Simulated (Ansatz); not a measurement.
ZnS: the gap against volume

ZnS, P6_3mc, a = 3.847 Å, c = 18.873 Å. The compound has several low-lying forms, and this is one of them. Ansatz: PBE, PAW, 420 eV, Γ-centred 12×12×2 mesh on 12 atoms, Gaussian smearing 0.02 eV; no spin polarisation. Shape and atoms are relaxed at each volume; x = ln(V/V0) with V0 = 20.158 Å³/atom. The gap is read at the mesh points alone.

| x | gap y (eV) |
| --- | --- |
| -0.1278 | 2.604 |
| -0.0943 | 2.454 |
| -0.0619 | 2.311 |
| -0.0305 | 2.171 |
| 0.0000 | 2.038 |
| 0.0296 | 1.911 |
| 0.0583 | ? |
| 0.0953 | 1.635 |

Question: Fit a straight line to the other rows, give the volume deformation potential of the gap and its pressure coefficient, and predict the missing gap. B0 = 69.3 GPa.

Answer: Means x = -0.02709, y = 2.1606; Σ(Δx)² = 0.03481, ΣΔxΔy = -0.1514; the slope is their ratio. y = 2.0427 − 4.3506 x. The slope is the deformation potential a = dE_g/d ln V = -4.35 eV, and dE_g/dP = −a/B0 = 62.8 meV/GPa. At x = 0.0583 the fit asked for gives 1.789 eV. The run gave 1.789 eV, the same to the digits shown.

Semilocal functionals give gaps under the measured ones; changes of the gap mostly carry over better.

Cost: 8 runs of about 34 core-minutes in all, on Intel Xeon Processor @ 2.50GHz (Skylake/Cascade Lake) (shared hosts).